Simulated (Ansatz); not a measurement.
Data:

Nb₃Al:
```cif
data_Al2Nb6
_chemical_formula_sum 'Al2 Nb6'
_space_group_name_H-M_alt 'P 1'
_space_group_IT_number 1
_cell_length_a 5.14325
_cell_length_b 5.14325
_cell_length_c 5.14325
_cell_angle_alpha 90.000
_cell_angle_beta 90.000
_cell_angle_gamma 90.000
loop_
_space_group_symop_operation_xyz
  'x, y, z'
loop_
_atom_site_label
_atom_site_type_symbol
_atom_site_fract_x
_atom_site_fract_y
_atom_site_fract_z
_atom_site_occupancy
Al1 Al 0.00000 0.00000 0.00000 1
Al2 Al 0.50000 0.50000 0.50000 1
Nb1 Nb 0.25000 0.00000 0.50000 1
Nb2 Nb 0.75000 0.00000 0.50000 1
Nb3 Nb 0.50000 0.75000 0.00000 1
Nb4 Nb 0.50000 0.25000 0.00000 1
Nb5 Nb 0.00000 0.50000 0.75000 1
Nb6 Nb 0.00000 0.50000 0.25000 1
```

This is the PBEsol-relaxed structure.

Question: All from PBEsol in the plane-wave PAW code Ansatz, unless another level is named. Give the Poisson's ratio.

Answer: 0.40.

Question: Predict the elastic constants (relaxed ions, GPa).

Answer: C11 = 265, C12 = 124, C44 = 23.1.

Space group Pm-3n (A15 (Cr3Si type)). The first step of the workflow began from a Materials Project structure, measured or hypothetical; the Crystallography Open Database copy checked does not list it. Its standing as an ambient phase is unchecked. The PBEsol relaxation kept the symmetry of its start; of distortions, only those at the zone centre were tested. The run is not spin-polarised. As this level gives no gap, shear constants depend on the k-mesh and smearing (Fermi–Dirac, 0.1 eV here). On the denser mesh and wider smearing of the elastic run this cell carries a stress of 0.3 GPa.

Potentials: the later of the program's two PAW sets.
